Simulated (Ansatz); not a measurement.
The start is a generated cell, BW2 placed in the AFLOW prototype A2B_tP6_136_f_a (C4, as in TiO2). A full variable-cell relaxation at zero pressure is run with PBEsol (plane waves to 420 eV, PAW, scalar-relativistic; Ansatz, a program for electronic structure). The first steps use a coarse 5×5×7 k-mesh.

Initial structure:
```
BW2
1.0
    5.25420     0.00000     0.00000
    0.00000     5.25420     0.00000
    0.00000     0.00000     3.38373
B W
2 4
Direct
  0.00000   0.00000   0.00000
  0.50000   0.50000   0.50000
  0.30496   0.30496   0.00000
  0.80496   0.19504   0.50000
  0.19504   0.80496   0.50000
  0.69504   0.69504   0.00000
```

Task: How large is the pressure on the unrelaxed cell, and of which sign?

Result: -32 GPa (negative: the cell is under tension).

Task: Which atoms feel the largest initial force, and how large is it?

Result: About 0.6 eV/Å, on W3, W4, W5, W6 (atoms numbered as listed).

Task: How much energy is released per atom?

Result: 0.32 eV/atom.

Task: How does the volume change?

Result: -15.2 %, from 15.57 to 13.20 Å³/atom.

Task: How do the shortest distances between atoms change?

Result: The closest pairs of elements (up to four, under 3.6 Å), start → end: B–W 2.23 → 2.11 Å; W–W 2.90 → 2.95 Å; B–B 3.38 → 3.07 Å.

Task: What band gap does the relaxed structure have at this level?

Result: No gap (metallic).

The space group stays P4₂/mnm (No. 136) (the run could not lower it); the end is AFLOW prototype A2B_tP6_136_f_a (C4, as in TiO2), with 6 atoms in the primitive cell. Final values are on a 9×9×15 k-mesh of the relaxed cell. No spin polarisation in the result.

The run could not lose the symmetry of its start, so the end can be a saddle point.

The relaxed structure here is a generated cell of BW2: the first start was made by placing the elements on the sites of a structure type, and the end was not matched to a known phase here, so it may be hypothetical.
